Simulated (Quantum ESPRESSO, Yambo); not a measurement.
InP (zinc blende, space group F-43m, No. 216) under isotropic strain of -3 % on all lattice vectors. The PBEsol cell relaxed from Materials Project entry mp-20351 was given an isotropic strain of -3 % on all lattice vectors, and the atoms were relaxed again. Chain: PBE (stringent potentials; Quantum ESPRESSO, PseudoDojo norm-conserving, 82 Ry, without SOC); G0W0 in Yambo (4×4×4 Γ-centred k mesh, bands 5 to 225 and a 15 Ry block in the screening, 225 bands in G with the Bruneval-Gonze terminator, plasmon pole fitted at 27.2 eV); BSE (8×8×8 mesh, 3 valence and 4 conduction bands, static screening with 30 bands and a 4 Ry block, scissor 0.79 eV, Tamm-Dancoff).

```
Property                                                                   Result
--------------------------------------------  -----------------------------------
PBE gap (dense path)                                                      1.15 eV
PBE gap Γ → Γ on the GW mesh                                              1.15 eV
PBE smallest direct gap on the GW mesh, at Γ                              1.15 eV
G0W0 direct gap at that point                                             1.93 eV
G0W0 correction to the gap Γ → Γ                                          0.78 eV
lowest exciton                                no binding energy given (see below)
```

Rough cost of the Yambo steps against G0W0 for 6 states: BSE about 1/4.

Convergence of the G0W0 settings was not tested. The BSE states are vertical excitations (zero momentum). The lowest state covers only about 1 of the 512 k points, so the mesh doesn't resolve it: its energy and its distance from the direct gap are mesh artefacts. An extended exciton needs a far denser mesh.

Spin-orbit splittings are left out.
